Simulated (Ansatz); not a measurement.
Relaxed C (graphite type, space group P6_3/mmc):

```
CELL_PARAMETERS angstrom
      2.45537     0.00000     0.00000
     -1.22769     2.12641     0.00000
      0.00000     0.00000     6.67102
ATOMIC_POSITIONS crystal
  C  0.00000 0.00000 0.25000
  C  0.00000 0.00000 0.75000
  C  0.33333 0.66667 0.25000
  C  0.66667 0.33333 0.75000
```

The numbers are results of r2SCAN+rVV10 (plane waves to 500 eV, PAW, scalar-relativistic; Ansatz, a first-principles code), not measurements. k mesh 12×12×4 (Γ-centred), Fermi-Dirac smearing 0.05 eV. With partly filled bands, energies and forces of such displacements shift with the k mesh and the smearing. C was relaxed with its symmetry unable to fall.

One atom of the cell was then moved (with its periodic images), all else fixed, and the forces (eV/Å) came out as:

```
atom      Fx      Fy     Fz
----  ------  ------  -----
C1     1.134   1.084  0.000
C2     0.002   0.002  0.000
C3    -1.134  -1.084  0.000
C4    -0.002  -0.002  0.000
```

Problem. Which atom was moved, and by which vector (Å)?

Solution. C1, by (-0.02, -0.02, 0.00), 0.03 Å in all.

(For displaced atoms, the force is minus the slope of the energy, and its curvature is a force constant, which sets phonon frequencies.)
